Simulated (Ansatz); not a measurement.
# Optical constants of LiS2

Computed with DFT PBE, scalar-relativistic, plane waves, PAW in Ansatz 0.2.0. Settings: 420 eV plane-wave cutoff, Γ-centred 12×12×12 mesh, Fermi-Dirac smearing of 0.15 eV. No spin polarisation.

The cell, relaxed at this level:
```yaml
crystal:
  lattice:
    - [0.00000, 2.90757, 2.90757]
    - [2.90757, 0.00000, 2.90757]
    - [2.90757, 2.90757, 0.00000]
  atoms:
    - { symbol: Li, position: [0.00000, 0.00000, 0.00000] }
    - { symbol: S, position: [0.25000, 0.25000, 0.25000] }
    - { symbol: S, position: [0.75000, 0.75000, 0.75000] }
```

The cell was built by swapping an element in a database structure (itself possibly hypothetical) and relaxing; it need not be the stable form of this composition. In a metal these results depend on the k mesh and the smearing. Spin polarisation was left out, and a magnetic state may lie lower. A semilocal functional can close a gap that the real compound has.

Independent-particle response (no local fields, no excitons) on a 20×20×20 mesh, broadened by 0.1 eV; the Drude term is undamped and its weight carries the smearing above, which sets much of it in a semimetal. The run couldn't bound its error over part or most of this range, so small peaks and near ties are unsure. Light polarised along z. ε₁ lacks the small share of bands above those solved.

**Question.** Tabulate ε₁ and ε₂ against photon energy.

**Answer.**
```csv
E (eV),ε₁,ε₂
0.2,-2415.27,152.84
0.5,-397.00,6.12
0.8,-152.99,1.40
1.1,-79.53,0.56
1.4,-47.99,0.29
1.7,-31.61,0.17
2.0,-22.01,0.12
2.3,-15.90,0.09
2.6,-11.77,0.08
2.9,-8.84,0.08
3.2,-6.70,0.09
3.5,-5.07,0.05
3.8,-3.76,0.04
4.1,-2.70,0.04
4.4,-1.83,0.04
4.7,-1.09,0.05
5.0,-0.45,0.06
5.3,0.12,0.08
5.6,0.64,0.09
5.9,1.14,0.10
6.2,1.65,0.10
6.5,2.20,0.11
6.8,2.85,0.12
7.1,3.77,0.24
7.4,4.63,0.51
7.7,6.46,0.63
8.0,9.16,4.83
8.3,8.22,9.26
8.6,0.75,11.44
8.9,-1.69,8.84
9.2,-2.16,6.59
9.5,-2.39,5.32
9.8,-2.21,4.32
10.1,-1.97,3.78
10.4,-1.93,3.38
10.7,-1.88,2.99
11.0,-1.81,2.67
11.3,-1.65,2.20
11.6,-1.46,1.96
11.9,-1.22,1.77
```

**Question.** Where is the highest local maximum of ε₂ between 0.3 and 12 eV?

**Answer.** At 8.5 eV, where ε₂ = 12.7.